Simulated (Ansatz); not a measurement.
The start is a generated cell, AlNi placed in the CsCl structure type. A full variable-cell relaxation at zero pressure is run with r2SCAN (plane waves to 500 eV, PAW, scalar-relativistic; Ansatz, a quantum-chemistry and plane-wave program). The first steps use a coarse 11×11×11 k-mesh.

Input geometry:
```
CELL_PARAMETERS angstrom
      2.95500     0.00000     0.00000
      0.00000     2.95500     0.00000
      0.00000     0.00000     2.95500
ATOMIC_POSITIONS crystal
  Al 0.00000 0.00000 0.00000
  Ni 0.50000 0.50000 0.50000
```
Spin-polarised start, with parallel moments on Ni.

What pressure does the first self-consistent step give?

-13.4 GPa (negative: the cell is under tension).

How does the volume change?

-9.0 %, from 12.90 to 11.74 Å³/atom.

How do the shortest distances between atoms change?

The closest pairs of elements (up to four, under 3.6 Å), start → end: Al–Ni 2.56 → 2.48 Å; Ni–Ni 2.96 → 2.86 Å; Al–Al 2.96 → 2.86 Å.

Is the relaxed structure metallic? Give its gap.

No gap (metallic).

What magnetic moments remain?

Zero (the starting moments vanished).

Write out the relaxed structure.


Space group Pm-3m (No. 221); a = 2.863 Å, b = 2.863 Å, c = 2.863 Å, α = 90.00°, β = 90.00°, γ = 90.00°

```
atom  site  symmetry       x       y       z
----  ----  --------  ------  ------  ------
Al      1a      m-3m  0.0000  0.0000  0.0000
Ni      1b      m-3m  0.5000  0.5000  0.5000
```

The space group stays Pm-3m (No. 221) (the run could not lower it); the end is CsCl type, with 2 atoms in the primitive cell. Final values are on a 16×16×16 k-mesh of the relaxed cell. No spin polarisation in the result: the starting moments vanished. A magnetic state may lie lower.

The run could not lose the symmetry of its start; a randomly shaken copy of 2 atoms returns to this structure.

All atoms sit on sites fixed by symmetry, so only the cell could relax.
